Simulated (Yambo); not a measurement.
Yambo run on LaO$_{2}$H (space group P2_1/m, No. 11). The wavefunctions are PBEsol (Quantum ESPRESSO, PseudoDojo norm-conserving, 110 Ry, scalar-relativistic) ones on a 2×4×2 mesh (24 occupied bands); a = 4.4413 Å, b = 3.9350 Å, c = 6.4141 Å, α = 90.00°, β = 107.49°, γ = 90.00°.

Yambo input:

```
rim_cut
gw0
dyson
el_el_corr
HF_and_locXC
ppa
em1d
RandQpts= 1000000
RandGvec= 1 Ry
EXXRLvcs= 110 Ry
VXCRLvcs= 440 Ry
Chimod= "HARTREE"
% BndsRnXp
 1 | 64 |
%
NGsBlkXp= 7 Ry
% LongDrXp
 1.0 | 1.0 | 1.0 |
%
PPAPntXp= 27.2114 eV
% GbndRnge
 1 | 64 |
%
GTermKind= "BG"
DysSolver= "n"
ExtendOut
% QPkrange
 1 | 1 | 24 | 25 |
 2 | 2 | 24 | 24 |
%
```

k points by index: 1 = Γ, 2 = (0, 0, -0.5).

Resulting energies as the program prints them:

```
#    K-point    Band    Eo [eV]    E [eV]    E-Eo [eV]    Vxc [eV]    Vnlxc [eV]    Sc|Eo [eV]    Sc|E [eV]    dSc/dw|Eo [eV]    Re(Z)    Im(Z)
#
    1    24    -0.211164    -0.570708    -0.359544    -18.73574    -23.43275    4.231274    4.337464    -8.033099    0.772071    -0.001664
    1    25    3.808384    5.223066    1.414682    -10.11780    -4.966908    -3.482723    -3.736206    -4.875342    0.848056    -0.001080
    2    24    0.000000    -0.371605    -0.371605    -19.07550    -23.80946    4.253483    4.362357    -7.968955    0.773479    -0.001619
```
(The two width columns are left out.) Convergence of these settings isn't established.

Geometry of the Materials Project entry, not relaxed at this level.

The structure is a Materials Project entry; no match was found in the copy of COD used, and its stability was not checked.
